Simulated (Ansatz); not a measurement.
# CsCl-type GdO

Computed with Ansatz (plane waves, PAW, 500 eV cutoff): r²SCAN, scalar-relativistic, collinear spin, Γ-centred 12×12×12 mesh, 0.05 eV Gaussian smearing. The datasets are Ansatz's generated set soft_2.

```
CELL_PARAMETERS angstrom
2.99448 0.00000 0.00000
0.00000 2.99448 0.00000
0.00000 0.00000 2.99448
ATOMIC_POSITIONS crystal
Gd 0.00000 0.00000 0.00000
O 0.50000 0.50000 0.50000
```

The start was a prototype's sites filled with these elements. The Crystallography Open Database lists the compound in space group F-43m, so this is a trial structure.

Magnetic state: ferromagnetic, site spin moments Gd 7.14 μB.

The run above is the reference. The same cell was run again with other input settings; several of them aren't fit for production, so the rows show the settings' effect and aren't properties of the material.

```tsv
keys changed	outcome	ΔE (meV/atom)	P (GPa)	gap on the mesh (eV)	cell moment (μB)	largest force component (eV/Å)	SCF iterations	rough core-seconds	new warnings
none (reference)	converged	0.0	-0.1	metal	7.46	0.000	–	–	–
hamiltonian.dispersion: "d4"; accuracy: "low"; scf.convergence.dr2_threshold: 1e-11	converged	–	-1.4	metal	7.46	0.000	19	21	–
kpoints.mp_grid.grid: [12, 12, 12] → [8, 8, 8]; scf.occupations.method: "gaussian" → "fermi_dirac"; scf.occupations.width: 0.05 → 0.025	converged	-9.7	1.6	metal	7.65	0.000	14	8	–
kpoints.mp_grid.shift: [0.5, 0.5, 0.5]; hamiltonian.xc: "r2scan" → "lda"	converged	–	-9.7	metal	7.09	0.000	12	6	–
scf.occupations.width: 0.05 → 0.01	converged	0.0	-0.2	metal	7.45	0.000	14	19	–
basis.xc_grid: 2	converged	0.0	-0.1	metal	7.46	0.000	15	19	–
```

ΔE is the energy with the smearing extrapolated to zero. It is left out where the change alters the Hamiltonian or the spin treatment. The varied runs start from atomic densities (corrected by the program's trained start where that serves), with the default search for lower states unless a row changes it, while the reference went on from a saved state, so a magnet may end in another state whatever the setting.

(1) What happens with these changes: hamiltonian.dispersion: "d4"; hamiltonian.hubbard: {"sites": [{"species": "Gd", "l": "f", "u_eff": 8.0}], "double_counting": "fll"}?

(2) What happens with these changes: hamiltonian.xc: "r2scan" → "revpbe"?

Answers:

(1) outcome converged, P (GPa) 3.2, gap on the mesh (eV) metal, cell moment (μB) 7.76, largest force component (eV/Å) 0.000, SCF iterations 12, rough core-seconds 19, new warnings filled band counts differ across k points.

(2) outcome converged, P (GPa) 7.0, gap on the mesh (eV) metal, cell moment (μB) 7.36, largest force component (eV/Å) 0.000, SCF iterations 12, rough core-seconds 9.

In «hamiltonian.dispersion: "d4"; hamiltonian.hubbard: {"sites": [{"species": "Gd", "l": "f", "u_eff": 8.0}], "double_counting": "fll"}» the pressure rises though a dispersion correction pulls inward, so the other changes outweigh it.

The pair part of a dispersion correction pulls inward (a three-body part mostly pushes out), and in metals and ionic crystals with large ions it often overbinds.

2 further runs (cut off, refused for memory, with changed atoms or starts, or in doubt) are left out.

Of the reference: Without a U the 4f levels of Gd lie too near the Fermi level, so their share of the states there, and what hangs on it, is overstated. The equation of state at this level isn't smooth, a sign that the magnetic state shifts with volume and isn't converged in the mesh. These numbers lack spin–orbit coupling. The run wasn't fully tested for a lower electronic state. Site moments are of spin, integrated over atomic spheres. The moments were started parallel, and the real magnetic order may be another.
